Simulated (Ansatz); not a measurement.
YAl$_{2}$Ge$_{2}$ in space group P-3m1 (No. 164; Y on 1a, Al on 2d, Ge on 2d), plane-wave PAW PBE (Ansatz code), all energies at zero smearing, with the estimated change up to a 700 eV cutoff added, with one set of potentials and settings (totals compare only within such a set). Cell of 5 atoms (1 Y, 2 Al, 2 Ge): -13515.801 eV.

```csv
element,reference phase,E (eV/atom)
Y,"P6_3/mmc, 2 atoms in the cell",-3848.6897
Al,"Fm-3m, 1 atoms in the cell",-537.5055
Ge,"Fd-3m, 2 atoms in the cell",-4294.9907
```

Formation energy per atom, worked out: (-13515.801 − 1×(-3848.6897) − 2×(-537.5055) − 2×(-4294.9907))/5 = -0.424 eV/atom (-41 kJ per mol of atoms), at 0 K, without zero-point energy or fitted corrections.

The workflow started from a Materials Project entry (that database holds measured and hypothetical structures alike); the Crystallography Open Database files this formula in space group No. 164, but the cells were not matched. Whether it is the stable phase at ambient conditions was not checked. Symmetry was held in the PBE relaxation; its stability against distortions is not shown here. No spin polarisation was allowed. The references are the lowest solids computed at this level, not always the standard phases.

Potentials: the earlier of the program's two PAW sets.
